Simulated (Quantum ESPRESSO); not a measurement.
## WGa4TiMo2 (input and log of a self-consistent run)

A calculation, not a measurement. The program is pw.x of Quantum ESPRESSO 7.5 (plane-wave density functional theory). The cell is made up: eight metal atoms on a face-centred cubic lattice, with elements, volume, strain and displacements drawn at random and not relaxed, so it may be unstable or far from any real phase. PseudoDojo standard norm-conserving files set the functional (PBE unless stated); there is no spin polarisation or spin-orbit coupling, the Fermi-Dirac width of 0.25 eV means electrons at about 2900 K, and the masses in the input are unused placeholders. Heavy elements are run without spin-orbit coupling, which real alloys of them have. A spin test at this wide smearing found no moment, but such smearing suppresses magnetism that the real alloy may have.

Input:

```
&control calculation='scf', pseudo_dir='./dojo.nc.sr.pbe.v0_5.standard.upf', outdir='./o', disk_io='minimal', tprnfor=.true., tstress=.true. /
&system ibrav=0, nat=8, ntyp=4, nbnd=66, ecutwfc=84.00895049, nosym=.true., tot_charge=0,
 occupations='smearing', smearing='fd', degauss=0.0183746611
/
&electrons conv_thr=1.470e-08, electron_maxstep=70, mixing_beta=0.5 /
ATOMIC_SPECIES
Ga 1.0 Ga.upf
Mo 1.0 Mo.upf
Ti 1.0 Ti.upf
W 1.0 W.upf
CELL_PARAMETERS angstrom
-0.0056 2.1067 2.0643
-4.0856 2.1156 -2.062
-3.9401 -6.1787 6.0628
ATOMIC_POSITIONS angstrom
W 0.0678 0.1008 -0.0306
Ga -4.0091 -4.1372 4.0198
Ti -3.9792 -2.104 2.0587
Ga -4.061 0.0767 0.0235
Ga -1.9214 -2.0325 3.968
Mo -1.9051 0.0886 2.059
Mo -2.1628 2.1572 -0.0337
Ga -6.0943 -2.0375 4.0951
K_POINTS automatic
8 5 3 1 1 1
```

The log is shortened where brackets say so; the opening notice, blank lines, dates and the lines on written files are dropped, and the path of the files is cut. It prints rydbergs, bohrs and kilobars, and counts compression as positive stress. Its total energy is the free energy E - TS of the whole cell.

```
     Program PWSCF v.7.5
     Parallel version (MPI & OpenMP), running on       4 processor cores
     Number of MPI processes:                 4
     Threads/MPI process:                     1
     [start-up lines left out]
     bravais-lattice index     =            0
     lattice parameter (alat)  =       5.5737  a.u.
     unit-cell volume          =     935.4312 (a.u.)^3
     number of atoms/cell      =            8
     number of atomic types    =            4
     number of electrons       =       106.00
     number of Kohn-Sham states=           66
     kinetic-energy cutoff     =      84.0090  Ry
     charge density cutoff     =     336.0358  Ry
     scf convergence threshold =      1.5E-08
     mixing beta               =       0.5000
     number of iterations used =            8  plain     mixing
     Exchange-correlation= PBE
                           (   1   4   3   4   0   0   0)
     [axes and pseudopotential details left out]
   Cartesian axes
     site n.     atom                  positions (alat units)
         1        W      tau(   1) = (   0.0229869   0.0341753  -0.0103746  )
         2        Ga     tau(   2) = (  -1.3592473  -1.4026784   1.3628750  )
         3        Ti     tau(   3) = (  -1.3491100  -0.7133412   0.6979827  )
         4        Ga     tau(   4) = (  -1.3768435   0.0260044   0.0079675  )
         5        Ga     tau(   5) = (  -0.6514324  -0.6890998   1.3453127  )
         6        Mo     tau(   6) = (  -0.6459061   0.0300390   0.6980844  )
         7        Mo     tau(   7) = (  -0.7332768   0.7313782  -0.0114257  )
         8        Ga     tau(   8) = (  -2.0662146  -0.6907950   1.3884048  )
     number of k points=    60  Fermi-Dirac smearing, width (Ry)=  0.0184
                       cart. coord. in units 2pi/alat
        k(    1) = (  -0.0850959   0.0310299   0.0574028), wk =   0.0333333
        k(    2) = (   0.0384768   0.1508321  -0.0645249), wk =   0.0333333
     [further k points left out]
     Dense  grid:    97333 G-vectors     FFT dimensions: (  36,  60, 108)
     Estimated max dynamical RAM per process >     354.79 MB
     Estimated total dynamical RAM >       1.32 GB
     Initial potential from superposition of free atoms
     starting charge     105.9843, renormalised to     106.0000
     Starting wfcs are   76 randomized atomic wfcs
     total cpu time spent up to now is       14.4 secs
     per-process dynamical memory:   283.5 Mb
     Self-consistent Calculation
     iteration #  1     ecut=    84.01 Ry     beta= 0.50
     Davidson diagonalization with overlap
     ethr =  1.00E-02,  avg # of iterations =  2.2
     total cpu time spent up to now is       50.3 secs
     total energy              =   -1162.24516642 Ry
     estimated scf accuracy    <       1.86674006 Ry
     iteration #  2     ecut=    84.01 Ry     beta= 0.50
     Davidson diagonalization with overlap
     ethr =  1.76E-03,  avg # of iterations =  5.4
     total cpu time spent up to now is       90.7 secs
     total energy              =   -1161.07802465 Ry
     estimated scf accuracy    <      37.29332852 Ry
     iteration #  3     ecut=    84.01 Ry     beta= 0.50
     Davidson diagonalization with overlap
     ethr =  1.76E-03,  avg # of iterations =  7.2
     total cpu time spent up to now is      123.1 secs
     total energy              =   -1163.10132959 Ry
     estimated scf accuracy    <       2.16289480 Ry
     iteration #  4     ecut=    84.01 Ry     beta= 0.50
     Davidson diagonalization with overlap
     ethr =  1.76E-03,  avg # of iterations =  2.0
     total cpu time spent up to now is      148.9 secs
     total energy              =   -1163.26771436 Ry
     estimated scf accuracy    <       0.29856806 Ry
     iteration #  5     ecut=    84.01 Ry     beta= 0.50
     Davidson diagonalization with overlap
     ethr =  2.82E-04,  avg # of iterations =  5.8
     total cpu time spent up to now is      182.0 secs
     total energy              =   -1163.29298025 Ry
     estimated scf accuracy    <       0.10507863 Ry
     [iterations 6 to 11 left out]
     iteration # 12     ecut=    84.01 Ry     beta= 0.50
     Davidson diagonalization with overlap
     ethr =  1.18E-08,  avg # of iterations =  5.2
     total cpu time spent up to now is      420.2 secs
     total energy              =   -1163.30187208 Ry
     estimated scf accuracy    <       0.00000034 Ry
     iteration # 13     ecut=    84.01 Ry     beta= 0.50
     Davidson diagonalization with overlap
     ethr =  3.20E-10,  avg # of iterations =  3.9
     total cpu time spent up to now is      456.2 secs
     total energy              =   -1163.30187215 Ry
     estimated scf accuracy    <       0.00000009 Ry
     iteration # 14     ecut=    84.01 Ry     beta= 0.50
     Davidson diagonalization with overlap
     ethr =  8.21E-11,  avg # of iterations =  2.2
     total cpu time spent up to now is      489.2 secs
     total energy              =   -1163.30187216 Ry
     estimated scf accuracy    <       0.00000003 Ry
     iteration # 15     ecut=    84.01 Ry     beta= 0.50
     Davidson diagonalization with overlap
     ethr =  2.67E-11,  avg # of iterations =  2.0
     total cpu time spent up to now is      524.3 secs
     total energy              =   -1163.30187216 Ry
     estimated scf accuracy    <       0.00000005 Ry
     iteration # 16     ecut=    84.01 Ry     beta= 0.50
     Davidson diagonalization with overlap
     ethr =  2.67E-11,  avg # of iterations =  2.0
     total cpu time spent up to now is      552.7 secs
     End of self-consistent calculation
     [lines on levels left out]
!    total energy              =   -1163.30187216 Ry
     estimated scf accuracy    <          9.7E-09 Ry
     smearing contrib. (-TS)   =      -0.10405562 Ry
     internal energy E=F+TS    =   -1163.19781654 Ry
     The total energy is F=E-TS. E is the sum of the following terms:
     one-electron contribution =    -315.65346086 Ry
     hartree contribution      =     236.92637384 Ry
     xc contribution           =    -259.07729108 Ry
     ewald contribution        =    -825.39343843 Ry
     convergence has been achieved in  16 iterations
     Forces acting on atoms (cartesian axes, Ry/au):
     atom    1 type  4   force =    -0.04861055   -0.01100946    0.01092070
     atom    2 type  1   force =    -0.01753442   -0.00544477    0.00823779
     atom    3 type  3   force =    -0.00755863    0.00723414   -0.01066910
     atom    4 type  1   force =     0.02730670    0.00457241   -0.00908771
     atom    5 type  1   force =     0.00024396   -0.00257103    0.00966435
     atom    6 type  2   force =     0.00162156    0.01296726   -0.01926410
     atom    7 type  2   force =     0.01775648   -0.01723008    0.02110347
     atom    8 type  1   force =     0.02677491    0.01148153   -0.01090540
     Total force =     0.082146     Total SCF correction =     0.000532
     Computing stress (Cartesian axis) and pressure
          total   stress  (Ry/bohr**3)                   (kbar)     P=      -86.97
  -0.00066439   0.00013890  -0.00011344          -97.74       20.43      -16.69
   0.00013890  -0.00055925   0.00008690           20.43      -82.27       12.78
  -0.00011344   0.00008690  -0.00055005          -16.69       12.78      -80.92
     init_run     :     10.65s CPU     11.06s WALL (       1 calls)
     electrons    :    535.70s CPU    538.42s WALL (       1 calls)
     forces       :      3.71s CPU      3.74s WALL (       1 calls)
     stress       :     13.94s CPU     13.96s WALL (       1 calls)
     [timing details left out]
     PWSCF        :   9m27.39s CPU   9m30.62s WALL
     JOB DONE.
```

In other units: free energy -15827.528 eV for the cell, pressure -8.70 GPa, largest force component 1.250 eV/Å in size. The run took 573 s of wall time with four MPI processes on a shared machine (Intel Xeon, 2023 or later, virtual cores), so the time is rough. A rerun of this cell at a higher cutoff and on a denser mesh moved values by no more than 0.003 eV in energy, 0.03 GPa in stress and 0.010 eV/Å in force, and a second program with other atomic files agreed on that cell to 2 % rms in force and 0.5 GPa in pressure.